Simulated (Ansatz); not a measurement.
The start is a relaxed Mo cell shaken by Gaussian noise of σ = 0.08 Å a coordinate. The structure is fully relaxed (lattice and positions, P = 0) with r2SCAN (plane waves to 500 eV, PAW, scalar-relativistic; Ansatz, a quantum-chemistry and plane-wave program). First-step values are on the input's coarse k-mesh.

Ansatz input (later rounds restart from its end on a renewed k-mesh):
Ansatz 0.2 input:
```yaml
crystal:
  lattice:
    - [5.0275964281, 0, 0]
    - [0, 5.0275964281, 0]
    - [0, 0, 5.0275964281]
  atoms:
    - { symbol: Mo, position: [0.2581137293, -0.0122877451, 0.5180445138] }
    - { symbol: Mo, position: [0.7491804142, 0.0089863931, 0.5143122002] }
    - { symbol: Mo, position: [-0.0000263227, 0.4951818159, 0.2381847681] }
    - { symbol: Mo, position: [-0.0113605649, 0.4878463438, 0.7076622428] }
    - { symbol: Mo, position: [0.4953806095, 0.2213008581, -0.011240426] }
    - { symbol: Mo, position: [0.4888346499, 0.7314956401, 0.0111542616] }
    - { symbol: Mo, position: [0.0007603323, 0.005267564, 0.0124256505] }
    - { symbol: Mo, position: [0.4868196054, 0.4911776067, 0.4894290187] }
basis: { ecutwfc: 500, ecutrho_ratio: 4, xc_grid: 4, fft_grid_basis: typed }
kpoints: { mp_grid: { grid: [7, 7, 7] } }
hamiltonian:
  xc: r2scan
  dispersion: none
  pseudopotentials: { azcp: { folder: ./paw }, kind: paw }
scf: { occupations: { method: fermi_dirac, width: 0.05 } }
relax: { f_tol: 0.01, max_steps: 100, cell: { stress_tol: 0.02 } }
output: { forces: true, stress: true }
```

* **Initial pressure**: +2.1 GPa (positive: the cell is compressed)
* **Energy released**: 0.07 eV/atom
* **Relative to the parent**: It relaxes back to the parent, Pm-3n (No. 223)
* **Band gap at the end**: no gap (metallic)
* **Optimiser moves**: 6

Relaxed structure:

```cif
data_Mo8
_chemical_formula_sum 'Mo8'
_space_group_name_H-M_alt 'Pm-3n'
_space_group_IT_number 223
_space_group_name_Hall '-P 4n 2 3'
_cell_length_a 5.02760
_cell_length_b 5.02760
_cell_length_c 5.02760
_cell_angle_alpha 90.000
_cell_angle_beta 90.000
_cell_angle_gamma 90.000
loop_
_atom_site_label
_atom_site_type_symbol
_atom_site_symmetry_multiplicity
_atom_site_Wyckoff_symbol
_atom_site_fract_x
_atom_site_fract_y
_atom_site_fract_z
_atom_site_occupancy
Mo1 Mo 6 c 0.00000 0.50000 0.25000 1
Mo2 Mo 2 a 0.00000 0.00000 0.00000 1
```

Final values are on a 9×9×9 k-mesh of the relaxed cell. No spin polarisation in the result.

The relaxed structure here is a generated cell of Mo: the first start was made by placing the elements on the sites of a structure type, and the end was not matched to a known phase here, so it may be hypothetical. Known forms of Mo include space group No. 229.
